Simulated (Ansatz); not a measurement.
Sn2Pt:
```xyz
6
Lattice="0.0000 4.1005 4.1005 4.1005 0.0000 4.1005 4.1005 4.1005 0.0000" Properties=species:S:1:pos:R:3 pbc="T T T"
Sn     5.1257     5.1257     5.1257
Sn     5.1257     3.0754     3.0754
Sn     3.0754     5.1257     3.0754
Sn     3.0754     3.0754     5.1257
Pt     2.0503     2.0503     2.0503
Pt     0.0000     0.0000     0.0000
```

Relaxed with PBEsol. Special points in fractions of this cell's reciprocal vectors: Γ (0.000, 0.000, 0.000); X (0.500, 0.000, 0.500); U (0.625, 0.250, 0.625); K (0.375, 0.375, 0.750); L (0.500, 0.500, 0.500); W (0.500, 0.250, 0.750).

### Question
List the band energies nearest the Fermi level at these points for DFT-PBEsol in the program Ansatz with PAW potentials.

### Answer
In eV from the Fermi level; about four levels below and three above (degenerate sets whole), none deeper than 8.9 eV; points with the same levels are listed once.

| k | below | above |
|---|---|---|
| Γ | -1.37 -1.37 -0.30 -0.30 -0.30 | 1.26 1.38 1.38 |
| X | -1.64 -1.64 -1.21 -1.21 | 0.97 0.97 1.41 1.41 |
| U | -1.47 -1.09 -1.07 -0.86 | 0.24 0.26 0.93 |
| L | -1.31 -1.31 -1.09 -1.09 -0.15 | 0.03 1.20 1.83 1.83 |
| W | -0.96 -0.96 -0.90 -0.90 | 1.50 1.50 2.14 2.14 |

Space group Fd-3m (cubic Laves (MgCu2 type)). A made-up cell: these elements were put on the sites of a structure type; neither database checked (COD, Materials Project) lists it. COD files the formula under space group No. 225. Its standing as an ambient phase is unchecked. The cell was relaxed with PBEsol under the symmetry of its start; its stability against distortions is not shown here. The run is not spin-polarised. Scalar-relativistic: spin–orbit coupling is off unless named, which matters more the heavier the elements.

Potentials: the earlier of the program's two PAW sets. The files were generated under PBE; for other functionals the program regenerates the frozen cores, and for LDA and PBEsol the local potential too.
